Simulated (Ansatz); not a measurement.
Theory: DFT PBE, scalar-relativistic, plane waves, PAW (Ansatz 0.2.0). All cells share a 420 eV cutoff and Γ-centred k meshes spaced about 0.3 Å⁻¹ or finer (0.25 for metals, 2π included). No spin polarisation in the final relaxations.

Temperature and zero-point effects are left out. All come from trial cells, and lower structures may exist.

Question: Which of these relaxed structures of Ga2Te2O is the lowest in energy?
A. Space group P6_3/mmc (No. 194), hexagonal, a = 4.167 Å, c = 20.564 Å. Ga has 1 O at 1.77 Å and 3 Te at 2.69 Å; Te is surrounded by 3 Ga at 2.69 Å; O is surrounded by 2 Ga at 1.77 Å.
B. Space group Imm2 (No. 44), orthorhombic, a = 4.208 Å, b = 11.555 Å, c = 5.964 Å. Ga is surrounded by 1 O at 1.82 Å and 3 Te at 2.66–2.71 Å; Te is surrounded by 3 Ga at 2.66–2.71 Å; O has 2 Ga at 1.82 Å.

Answer: A. It has space group P6_3/mmc (No. 194); the next, B, with space group Imm2 (No. 44), lies 36 meV/atom higher. Counting O or Te atoms around Ga (for each partner element, those within 1.25 times its shortest distance or 1.15 times the sum of covalent radii, where it is the nearest in units of that sum or under 1.3), the lowest and the next both have Ga 4.

No dispersion correction is applied, so the spacing and binding between layers, chains or molecules are poorly described (P6_3/mmc), and this can change margins and order among such cells. These runs have no spin–orbit coupling, which can matter for Te. With atoms moved at random, P6_3/mmc (by 6 meV/atom) fell into a lower structure; Imm2 came back. Some candidate types were left out of the draw beforehand, so a known form may be missing.
